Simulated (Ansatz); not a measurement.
A geometry of La$_{2}$O$_{3}$ away from equilibrium: step 2 of the relaxation of a relaxed La2O3 cell, doubled along one cell vector, shaken by Gaussian noise of σ = 0.08 Å a coordinate. These are r2SCAN (plane waves to 500 eV, PAW, scalar-relativistic; Ansatz, an electronic-structure program) values and carry that method's errors. Γ-centred k-mesh 7×4×4 on the run's cell (coarser than for final values), Fermi–Dirac smearing 0.05 eV.

```
La2O3
1.0
    3.92646    -0.00867     0.00243
   -3.94148     6.85780     0.02534
    0.00378     0.02496     6.15138
La O
4 6
Direct
  0.33916   0.34324   0.24837
  0.36030   0.83873   0.24722
  0.66291   0.16640   0.74614
  0.66348   0.65182   0.74481
  0.98189   0.98135   0.00565
  0.04828   0.52978   0.00681
  0.32837   0.33017   0.65211
  0.35364   0.83846   0.64398
  0.65944   0.16395   0.35660
  0.67784   0.66472   0.35585
```

Question: Which atoms carry the largest force, and which way does it point?

Answer: 2.33 eV/Å, on La4 (atoms numbered as listed); on La4 its components are (-0.01, 2.15, 0.90).

Question: What is the pressure?

Answer: +0.8 GPa, compression positive.

Question: How far above the relaxed end point is this geometry?

Answer: 0.03 eV/atom; the path ends in P-3m1 (No. 164).

No spin polarisation in the result.
